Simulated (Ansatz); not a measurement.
Total density of states per atom from r²SCAN (plane waves, PAW; program Ansatz), in 0.25 eV bins, energy from the Fermi level:

(E (eV), states/eV/atom): (-6.70, 0.00); (-6.45, 0.02); (-6.20, 0.06); (-5.95, 0.09); (-5.70, 0.12); (-5.45, 0.14); (-5.20, 0.20); (-4.95, 0.26); (-4.70, 0.38); (-4.45, 0.70); (-4.20, 0.92); (-3.95, 2.61); (-3.70, 3.73); (-3.45, 5.23); (-3.20, 1.53); (-2.95, 0.00); (-2.70, 0.00); (-2.45, 0.00); (-2.20, 0.16); (-1.95, 0.59); (-1.70, 0.58); (-1.45, 0.49); (-1.20, 0.35); (-0.95, 0.33); (-0.70, 0.63); (-0.45, 1.04); (-0.20, 0.89); (0.05, 0.91); (0.30, 0.87); (0.55, 0.66); (0.80, 0.31); (1.05, 0.39); (1.30, 1.19); (1.55, 1.86); (1.80, 1.28); (2.05, 1.18); (2.30, 1.17); (2.55, 0.81); (2.80, 0.77); (3.05, 0.81); (3.30, 0.88)

### Question
Which compound is it?
A. Tc3Ir, P6_3/mmc (Tc on 6h, Ir on 2d)
B. Cs, simple cubic
C. Si, simple cubic
D. Y2Pt, Pnma (Y on 4c, Y on 4c, Pt on 4c)

### Answer
D, Y2Pt, Pnma (Y on 4c, Y on 4c, Pt on 4c). Within 0.5 eV of the Fermi level: Y 4d 73 %, Y 5s 8 %, Pt 5d 5 %, outside the projected shells 11 %. Projections are on Löwdin-orthogonalised atomic valence shells; empty p or d shells of many metals are not among them.

The first step of the workflow began from a Materials Project structure, measured or hypothetical; the Crystallography Open Database copy checked does not list it. Its standing as an ambient phase is unchecked. The cell was relaxed with r²SCAN under the symmetry of its start; its stability against distortions is not shown here. No spin polarisation was allowed. Scalar-relativistic: spin–orbit coupling is off unless named, which matters more the heavier the elements.

Potentials: the later of the program's two PAW sets.
